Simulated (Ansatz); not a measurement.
**Stability checks on a candidate for Al4NiPd3**

The cell was found from a structure generator's guess, not taken from experiment.

Theory: DFT PBE, scalar-relativistic, plane waves, PAW in Ansatz. Cutoff 420 eV, Γ-centred 10×10×10 mesh (8-atom cell), Gaussian smearing of 0.10 eV, no spin polarisation.

```yaml
crystal:
  lattice:
    - [-3.03732, 3.03732, 3.03732]
    - [3.03732, -3.03732, 3.03732]
    - [3.03732, 3.03732, -3.03732]
  atoms:
    - { symbol: Al, position: [0.50000, 0.50000, 0.50000] }
    - { symbol: Al, position: [0.00000, 0.50000, 0.00000] }
    - { symbol: Al, position: [0.50000, 0.00000, 0.00000] }
    - { symbol: Al, position: [0.00000, 0.00000, 0.50000] }
    - { symbol: Ni, position: [0.00000, 0.00000, 0.00000] }
    - { symbol: Pd, position: [0.50000, 0.00000, 0.50000] }
    - { symbol: Pd, position: [0.00000, 0.50000, 0.50000] }
    - { symbol: Pd, position: [0.50000, 0.50000, 0.00000] }
```

Energies over the elements count from the elements' standard structures at the same level, with no fitted energy shifts.

Question: These tests were run: energy against the elements; random kick, then relaxation without symmetry; phonons on a 2×2×2 q mesh; elastic tensor. What do they show?

Answer:

```
                                         test                         result
                  energy against the elements                  −0.78 eV/atom
random kick, then relaxation without symmetry                        returns
                    phonons on a 2×2×2 q mesh  no imaginary mode on the mesh
                               elastic tensor        least eigenvalue 49 GPa
```

It fails none of these tests. Other phases of the system weren't compared here, so this isn't yet thermodynamic stability.

Trial moments died out on the coarse mesh, so the last step has no spin; another magnetic start might hold. The kick test ran on a coarse mesh. The run for the phonons used a 10×10×10 k mesh and Fermi–Dirac smearing of 0.15 eV. The run for the elastic tensor used a 10×10×10 k mesh and Fermi–Dirac smearing of 0.15 eV.
